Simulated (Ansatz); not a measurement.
GaIr (CsCl type)

```
CELL_PARAMETERS angstrom
      5.99681     0.00000     0.00000
      0.00000     2.99840     0.00000
      0.00000     0.00000     2.99840
ATOMIC_POSITIONS crystal
  Ga 0.00000 0.00000 0.00000
  Ga 0.50000 0.00000 0.00000
  Ir 0.25000 0.50000 0.50000
  Ir 0.75000 0.50000 0.50000
```

The atoms are displaced by Q × the pattern below (from a DFPT mode at X = (0.5, 0.0, 0.0), largest move 1; Q in Å), at fixed cell. (q is in reciprocal vectors of the primitive cell; the cell shown is doubled to hold the pattern.)

```csv
atom,x,y,z
Ga1,1.000,0.000,0.000
Ga2,-1.000,0.000,0.000
```

Atoms not listed stay in place.

Level of theory: LDA (plane waves to 420 eV, PAW, scalar-relativistic; Ansatz, a program for electronic structure). k mesh 8×15×15 (Γ-centred), Fermi-Dirac smearing 0.05 eV. Energies are smeared free energies. With partly filled bands, energies and forces of such displacements shift with the k mesh and the smearing. GaIr is run without spin polarisation. GaIr was relaxed with its symmetry unable to fall. Spin-orbit coupling is left out, though Ir is heavy. ΔE is measured from the undisplaced structure. The last digit holds for this mesh only.

```tsv
Q (Å)	ΔE (meV/cell)
-0.1000	withheld
-0.0833	120.4
-0.0667	77.3
-0.0500	43.6
-0.0333	19.4
-0.0167	4.9
0.0000	0.0
0.0167	4.9
0.0333	19.4
0.0500	43.6
0.0667	77.3
0.0833	120.4
0.1000	withheld
```

Q: Fit an even polynomial form (powers 2, 4) to the given rows and predict ΔE at Q = -0.1000.

A: Least squares on the 11 given rows: ΔE = (17470)·Q² + (-17340)·Q⁴, in meV/cell with Q in Å; root-mean-square residual 0.04 meV/cell. At -0.1000 the fit gives 173.0 meV/cell; the calculation gives 173.1 meV/cell, so the extrapolation is off by -0.1 (-0.1 %). The quadratic term alone would give 174.7 meV/cell.

(A displaced cell: forces are minus the slopes of the energy, force constants its curvatures, and phonons follow from these.)
